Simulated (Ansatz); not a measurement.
ScPt3 (Cu3Au type)

```yaml
crystal:
  lattice:
    - [7.84478, 0.00000, 0.00000]
    - [0.00000, 3.92239, 0.00000]
    - [0.00000, 0.00000, 3.92239]
  atoms:
    - { symbol: Sc, position: [0.00000, 0.00000, 0.00000] }
    - { symbol: Sc, position: [0.50000, 0.00000, 0.00000] }
    - { symbol: Pt, position: [0.25000, 0.50000, 0.00000] }
    - { symbol: Pt, position: [0.75000, 0.50000, 0.00000] }
    - { symbol: Pt, position: [0.00000, 0.50000, 0.50000] }
    - { symbol: Pt, position: [0.50000, 0.50000, 0.50000] }
    - { symbol: Pt, position: [0.25000, 0.00000, 0.50000] }
    - { symbol: Pt, position: [0.75000, 0.00000, 0.50000] }
```

The atoms are displaced by Q × the pattern below (from a DFPT mode at X = (0.5, 0.0, 0.0), largest move 1; Q in Å), at fixed cell. (q is in reciprocal vectors of the primitive cell; the cell shown is doubled to hold the pattern.)

| atom | x | y | z |
|---|---|---|---|
| Pt3 | 1.000 | 0.000 | 0.000 |
| Pt4 | -1.000 | 0.000 | 0.000 |
| Pt7 | -1.000 | 0.000 | 0.000 |
| Pt8 | 1.000 | 0.000 | 0.000 |

Atoms not listed stay in place.

The numbers are results of LDA (plane waves to 420 eV, PAW, scalar-relativistic; Ansatz, an electronic-structure program), not measurements. k mesh 6×12×12 (Γ-centred), Fermi-Dirac smearing 0.05 eV. E stands for the smeared free energy. With partly filled bands, energies and forces of such displacements shift with the k mesh and the smearing. ScPt3 is run without spin polarisation. ScPt3 was relaxed with its symmetry unable to fall. Spin-orbit coupling is left out, though Pt is heavy. The zero of ΔE is the undisplaced structure.

```tsv
Q (Å)	ΔE (eV/cell)
-0.180	0.657
-0.120	0.284
-0.060	0.070
0.000	0.000
0.060	0.070
0.120	0.284
0.180	0.657
```

Problem. Which DFPT wavenumber at X = (0.5, 0.0, 0.0) belongs to this mode?
(A) 117 cm⁻¹
(B) 279 cm⁻¹
(C) 94 cm⁻¹
(D) 170 cm⁻¹

Solution. A, 117 cm⁻¹. The curvature of the scan gives 116 cm⁻¹

(For displaced atoms, the force is minus the slope of the energy, and its curvature is a force constant, which sets phonon frequencies.)
